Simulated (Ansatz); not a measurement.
One crystal and one scan (energy against volume) at two levels, PBE-D3(BJ) (plane waves to 420 eV, PAW, scalar-relativistic; Ansatz, a first-principles code) and r2SCAN+rVV10 (plane waves to 500 eV, PAW, scalar-relativistic; Ansatz), each from its own relaxed cell and on its own mesh.

The crystal is C (graphite type, space group P6_3/mmc); the cell is scaled evenly about its relaxed volume V₀.

The energy includes the smearing's −TS. C was relaxed with its symmetry unable to fall. With the shape held, the modulus is that of even scaling; a crystal free to change shape is softer. Both scans cover V/V₀ from 0.840 to 1.160.

| quantity | run 1 | run 2 |
|---|---|---|
| Lattice constant a (Å) | 2.465 | 2.455 |
| Lattice constant c (Å) | 6.730 | 6.671 |
| Relaxed volume (Å³/atom) | 8.85 | 8.71 |
| Pressure at the smallest volume (GPa) | 68.0 | 68.9 |
| Energy cost of the largest compression (meV/atom) | 271 | 263 |
| Bulk modulus at fixed cell shape B₀ (third-order Birch-Murnaghan fit) (GPa) | 290.5 | 290.7 |

Which run is which level?

Run 1 is PBE-D3(BJ), run 2 is r2SCAN+rVV10. PBE-D3(BJ) gives the higher value for: lattice constant a; lattice constant c; relaxed volume; energy cost of the largest compression. They agree on: pressure at the smallest volume (within 1.5 %); bulk modulus at fixed cell shape B₀ (within 1.5 %). Neither level is exact: the differences show how much the result hangs on the functional.

(A scan under strain: stresses follow from slopes of the energy per volume, elastic moduli from its curvatures.)
